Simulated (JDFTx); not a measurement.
| Property | Result |
|---|---|
| surface | CdSe(1 0 -1 0), Cd/Se outermost, slab composition Cd4Se4 |
| bulk | CdSe, P6_3mc, lattice of mp-1070 (not re-optimised) |
| slab | 8 atoms in 4 planes, 1x1, 5.7 Å between the outermost planes |
| in-plane cell | 4.346 × 7.090 Å, 30.81 Å² |
| cell height | 21.0 Å |
| sampling | 4×4×1 k mesh, Fermi smearing 0.003 Ha, no spin polarisation |

Whether this polymorph is the ambient one wasn't checked.

Method: PBE, GBRV ultrasoft potentials, plane waves to 20/100 Ha, in JDFTx (a modified build). All atoms were relaxed in vacuum, keeping the start's symmetry. The same slab in several liquids and models. The surface is an ideal bare cut with both faces alike: no reconstruction, overlayer or explicit solvent molecules. These are Kohn-Sham edges of the slab on its k mesh, not quasiparticle energies; surface states and confinement enter them. Spin-orbit coupling is left out, which can move the edges for the heavier elements here. Edges are measured from the vacuum level or from the bulk liquid. Outside water the salt is nominal: the model doesn't ask whether it dissolves.

Rows marked * run the linear model with a cavity as tight as the nonlinear model's (nc near 0.001 bohr⁻³), a pairing that these parameters may not suit; read them as the setting's result and not as the solvent's value.

```
medium                                     valence edge (eV)  conduction edge (eV)  rough core time
-----------------------------------------  -----------------  --------------------  ---------------
vacuum                                                 -5.66                 -4.36                –
CANDLE, water, 1 M KCl                            (withheld)            (withheld)           10 min
SCCS (g09 parameters), water, 1 M KCl                  -5.30                 -3.96           10 min
linear PCM (GLSSA13), methanol, 1 M NaF *              -5.02                 -3.64           10 min
```

Task: What belongs in the gaps?

Result: 
- CANDLE, water, 1 M KCl, valence edge (eV): -5.26
- CANDLE, water, 1 M KCl, conduction edge (eV): -3.91

Core times come from shared machines and are rough, one run each.
